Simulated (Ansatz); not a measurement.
GaN:
```xyz
4
Lattice="3.1516 0.0000 0.0000 -1.5758 2.7294 0.0000 0.0000 0.0000 5.1382" Properties=species:S:1:pos:R:3 pbc="T T T"
Ga     1.5758     0.9098     2.5655
Ga     0.0000     1.8196     5.1346
N      1.5758     0.9098     4.4995
N      0.0000     1.8196     1.9304
```

Relaxed with LDA.

Task: Give the optical modes at the zone centre with their infrared and Raman activity from DFPT, LDA (plane waves, PAW; program Ansatz).

Result: Transverse frequencies, without the LO–TO term; a row sums one degenerate level.

```csv
ω (cm⁻¹),degeneracy,IR ((D/Å)²/amu),Raman (Å⁴/amu),activity,symmetry
140,2,0.00,0.33,Raman,E2
336,1,0.00,0,silent,B1
538,1,29.50,23,IR+Raman,A1
560,2,52.90,7.4,IR+Raman,E1
570,2,0.00,31,Raman,E2
698,1,0.00,0,silent,B1
```

Task: How high does the top mode go among those that the LO–TO term moves?

Result: 736 cm⁻¹ for q along x, 736 cm⁻¹ for q along y, 730 cm⁻¹ for q along z.

Space group P6_3mc (wurtzite). Symmetry was held in the LDA relaxation; phonons on a q-mesh show no instability.

Potentials: the earlier of the program's two PAW sets.
